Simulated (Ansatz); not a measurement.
Co (begun as hcp type, now P6_3/mmc), DFT, PBE, all-electron LAPW, scalar-relativistic (Ansatz 0.2.0), on 2 threads of Arm Neoverse V2 (shared host).

Command: `ansatz run input.yaml --threads 2 --pin off --max-ram 6144MiB --backend cpu --events-out ev --progress --plain --runs-dir out`

```yaml
crystal:
  lattice:
    - [-1.2465198982, 2.1590357963, 0.0]
    - [0.0, 0.0, 4.0369295231]
    - [3.7395596945, 2.1590357963, 0.0]
  atoms:
    - { symbol: Co, position: [0.5, 0.25, 0.166666667], spin: 1.7 }
    - { symbol: Co, position: [0.0, 0.25, 0.666666667], spin: 1.7 }
    - { symbol: Co, position: [0.0, 0.75, 0.333333333], spin: 1.7 }
    - { symbol: Co, position: [0.5, 0.75, 0.833333333], spin: 1.7 }
magnetization:
  spin_polarized: true
kpoints:
  mp_grid: { grid: [15, 9, 9] }
scf:
  occupations: { method: fermi_dirac, width: 0.1 }
hamiltonian:
  xc: pbe
  pseudopotentials: { kind: all_electron, lapw: { basis_error: 0.001 } }
output:
  forces: true
  stress: true
  eigenvalues: true
```

**Question.** How large is the problem that the program sets up?

**Answer.** 200 irreducible k-points, 557 plane waves at Γ, 45 bands.

**Question.** About how long does it take, and how much memory?

**Answer.** 2.2 min of wall time for 8 SCF iterations, with a peak of 2 GiB. Times on shared machines scatter by tens of per cent.
